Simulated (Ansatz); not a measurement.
This Sn2As2Se structure is the end of a relaxation. The cell was found from a structure generator's guess, not taken from experiment.

Method: Ansatz, DFT PBE, scalar-relativistic, plane waves, PAW. Cutoff 420 eV, Γ-centred mesh, Gaussian smearing, no spin polarisation.

```xyz
5
Lattice="5.1695 0.0000 0.0000 -2.5847 4.4769 0.0000 0.0000 0.0000 5.8274" Properties=species:S:1:pos:R:3 pbc="T T T"
Sn    0.0000    2.9846    2.9137
Sn    2.5847    1.4923    2.9137
As    0.0000    2.9846    0.0000
As    2.5847    1.4923    0.0000
Se    0.0000    0.0000    2.9137
```

Formation energies are uncorrected and refer to the elements' standard structures at the same level. The references include grey tin.

**Question.** What space group does it have?

**Answer.** P6/mmm (No. 191). Conventional cell: a = 5.169 Å, c = 5.827 Å. Sn is surrounded by 2 As at 2.91 Å, 3 Se at 2.98 Å and 3 Sn at 2.98 Å; As is surrounded by 2 Sn at 2.91 Å and 3 As at 2.98 Å; around Se lie 6 Sn at 2.98 Å.

**Question.** How far does it lie from the elements in energy?

**Answer.** +0.20 eV/atom. A positive value: parting into the elements would lower its energy.

**Question.** Is it a metal?

**Answer.** Yes, bands cross the Fermi level on the 12×12×6 mesh.

The last run used a 12×12×6 mesh (in the run's order of axes) for its 5-atom cell and Gaussian smearing of 0.10 eV. The reference forms of As and Se are held partly by dispersion forces, which this level lacks. A structure relaxed within its symmetry needn't be a true minimum. Another cell of Sn2As2Se relaxed alike, in I4/mmm, lies 189 meV/atom lower, so this cell isn't the stable form at this level.
